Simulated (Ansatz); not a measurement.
K: levels along high-symmetry lines

```
K
1.0
    -2.61800    2.61800    2.61800
     2.61800   -2.61800    2.61800
     2.61800    2.61800   -2.61800
K
1
Direct
  0.00000 0.00000 0.00000
```

The cell is a measured one (Crystallography Open Database entry 9011006); the temperature and pressure of the measurement aren't taken into account, and nothing was relaxed.

The calculation used DFT, PBEsol, all-electron LAPW, scalar-relativistic (Ansatz 0.2.0).

Settings: a Γ-centred 10×10×10 k mesh, Fermi–Dirac smearing of 0.08 eV, basis error target 0.5 meV/atom, no spin polarisation.

Points in fractions of the reciprocal vectors of this cell: Γ (0, 0, 0), H (0.5, -0.5, 0.5), N (0, 0, 0.5), P (0.25, 0.25, 0.25). The path joins them by straight lines in the order Γ–H–N–Γ–P–H–P–N; legs that retrace an earlier one aren't tabulated. Energies are in eV from the Fermi level.

Question: Is there a gap?

Answer: none: with an odd electron count and no spin polarisation the bands can't all be full, a metal in this set-up (spin order or a larger cell could open a gap).

Question: List the levels between -14 and 3 eV at the symmetry points.

Answer: 
Γ: -2.19
H: 1.67 (×2)
N: 0.45, 0.70
P: 1.48 (×3)
